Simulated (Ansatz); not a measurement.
A plane-wave run on MoIr$_{3}$

The input, for Ansatz 0.2.0 (plane waves, PAW):

```yaml
crystal:
  lattice:
    - [2.788587, 4.867405, 0.010534]
    - [-2.856452, 4.906587, 0.09553]
    - [-0.067925, 0.048937, 4.389301]
  atoms:
    - { symbol: Ir, position: [0.829792, 0.789148, 0.277152] }
    - { symbol: Ir, position: [0.15865, 0.656302, 0.747899] }
    - { symbol: Ir, position: [0.349741, 0.795211, 0.193612] }
    - { symbol: Ir, position: [0.162634, 0.171506, 0.693758] }
    - { symbol: Ir, position: [0.820262, 0.33237, 0.241379] }
    - { symbol: Ir, position: [0.667634, 0.143941, 0.774213] }
    - { symbol: Mo, position: [0.266023, 0.338049, 0.266487] }
    - { symbol: Mo, position: [0.641191, 0.674153, 0.691192] }
kpoints:
  mp_grid: { grid: [4, 4, 4], shift: [0.5, 0.0, 0.0] }
magnetization:
  spin_polarized: false
scf:
  occupations: { method: fermi_dirac }
  lower_state_search: "off"
  max_iter: 200
hamiltonian:
  pseudopotentials: { kind: paw }
  xc: mr2scan
  hubbard:
    projectors: all-electron-ortho-atomic
    sites: [{ species: Mo, l: d, u_eff: 3.47 }]
basis:
  ecutwfc: 500
  fft_grid_basis: typed
output:
  forces: true
  stress: true
  eigenvalues: true
  populations: true
  elf: true
  write_potential: true
  volumetric_format: npy
  dos:
    e_range: [-12, 8]
    de: 0.05
    projected: { site_lists: { Ir: [Ir], Mo: [Mo] } }
checkpoint:
  read: saved_state
```

Command:

```sh
ansatz run input.yaml --threads 2 --pin off --max-ram 2560MiB --backend cpu --events-out ev --progress --plain --runs-dir out
```

The saved state is an earlier solution for the same cell, perhaps on another mesh. 

Excerpt of what it printed:

```
SCF iter   1: F=-81618.7167 eV  Δρ=5.33e-3  dr2=2.83e-3  dr2_τ=9.04e-3
SCF iter   2: F=-81618.7198 eV  Δρ=2.94e-3  dr2=8.44e-4  dr2_τ=1.91e-3
SCF iter   3: F=-81618.7203 eV  Δρ=3.66e-4  dr2=2.42e-4  dr2_τ=7.42e-5
SCF iter   4: F=-81618.7205 eV  Δρ=1.23e-4  dr2=1.03e-5  dr2_τ=2.41e-6
SCF iter   5: F=-81618.7207 eV  Δρ=5.24e-5  dr2=5.63e-6  dr2_τ=1.11e-6
SCF iter   6: F=-81618.7207 eV  Δρ=2.67e-5  dr2=1.08e-6  dr2_τ=4.37e-7
SCF iter   7: F=-81618.7207 eV  Δρ=1.05e-5  dr2=7.38e-8  dr2_τ=1.54e-8
Free energy (F): -81618.7207 eV
Harris-Foulkes:  -81618.7207 eV  (|F-HF|=1.02e-7)
Internal energy: -81618.5469 eV  (E = F + TS)
E sigma→0 (E₀):  -81618.6338 eV
Entropy (-TS):   -0.1738 eV (-21.731 meV/atom)
Fermi energy:    23.2592 eV
--- Per-component energies (eV) ---
  E_band       = -918.3043
  E_kinetic    = 4620.3107
  E_local      = -8792.1944  (includes V_loc(G=0)·N_el)
  E_nonlocal   = 729.9516
  E_hartree    = 3303.6819
  E_xc         = -1888.8613
  E_vxc        = -2512.8602  (∫ρ·V_xc dr)
  E_hubbard    = 8.5784  (on-site DFT+U / exact-exchange correction)
  E_vhub       = -0.9001  (the Hubbard potential's part of the band-sum identity)
  E_paw        = -61933.4159  (= ΣΔE_a)
  E_vpaw       = -1728.4465  (= ΣTr[D̂ρ^β])
  E_aug_tail   =  0.0000  (compensation charges beyond the density's cutoff)
  E_vtau       = 158.4773  (kinetic-family band-sum trace: ∫τ·v_τ [+ j·A + Jᵃ·Aᵃ] dr)
  E_ewald      = -17664.2541
  E_core_change = -2.3438  (= ΣΔE_core)
  E_smearing   = -0.1738  (= −TS)
--- Forces (eV/Å), atoms counted from 1 ---
  atom   1  Ir    -1.9283     3.1395    -3.3510
  atom   2  Ir    -0.0020     0.0047    -0.4165
  atom   3  Ir    -2.2855    -0.0504     1.5319
  atom   4  Ir     1.0558    -2.8356     4.6000
  atom   5  Ir     0.5363    -1.9742    -0.9914
  atom   6  Ir    -0.5561    -0.2710    -1.1231
  atom   7  Mo     2.4749     3.7835    -3.6705
  atom   8  Mo     0.7046    -1.7966     3.4207
--- Stress (GPa, compression-positive) ---
       -4.7987       3.6634       4.5996
        3.6634      -1.9454      -6.3003
        4.5996      -6.3003       8.8652
  P = ⅓ Tr σ = 0.7070 GPa (7.070 kbar)
```

Absolute energies hang on the potentials; compare differences alone.

Origin: a strained cell with displaced atoms, so it need not be a known compound. Caveats: the k mesh is coarse if the cell is a metal; a Hubbard term without moments, so a magnetic state may lie lower; atoms or cell far from equilibrium; m-r2SCAN is r2SCAN with a changed spin dependence that lowers moments.

Q: What did the run cost?

A: Cost: 86 s on 2 threads of Arm Neoverse N1, on a shared host, peak memory 1 GiB (start from a saved density).
